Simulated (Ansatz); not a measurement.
A relaxed cell of Zn2SnN is given with its symmetry left out. The cell was found from a structure generator's guess, not taken from experiment.

Level of theory: DFT PBE, scalar-relativistic, plane waves, PAW (Ansatz). Cutoff 420 eV, Γ-centred mesh, Gaussian smearing, no spin polarisation.

```
Zn Sn N
1.0
     3.17163    0.00000    0.00000
    -1.58581    2.74671    0.00000
     0.00000    0.00000    7.29485
Zn Sn N
2 1 1
Direct
  0.33333 0.66667 0.66268
  0.33333 0.66667 0.33732
  0.00000 0.00000 0.00000
  0.66667 0.33333 0.50000
```

The zero of energy is the elements' standard structures at the same level (N₂ as a molecule); no fitted shifts are applied. The references include grey tin.

Problem. What space group does it have?

Solution. P-6m2 (No. 187). Conventional cell: a = 3.172 Å, c = 7.295 Å. Around Zn lie 3 N at 2.18 Å, 1 Zn at 2.37 Å and 3 Sn at 3.07 Å; around Sn lie 6 Zn at 3.07 Å and 6 Sn at 3.17 Å; N has 6 Zn at 2.18 Å.

Problem. How far does it lie from the elements in energy?

Solution. +0.38 eV/atom. A positive value: parting into the elements would lower its energy.

Problem. Is it a metal?

Solution. Yes, bands cross the Fermi level on the 18×18×6 mesh.

The last run used an 18×18×6 mesh (in the run's order of axes) for its 4-atom cell and Gaussian smearing of 0.10 eV. An odd number of electrons in the primitive cell allows no gap without spin; a larger cell or a magnetic state could open one. A structure relaxed within its symmetry needn't be a true minimum.
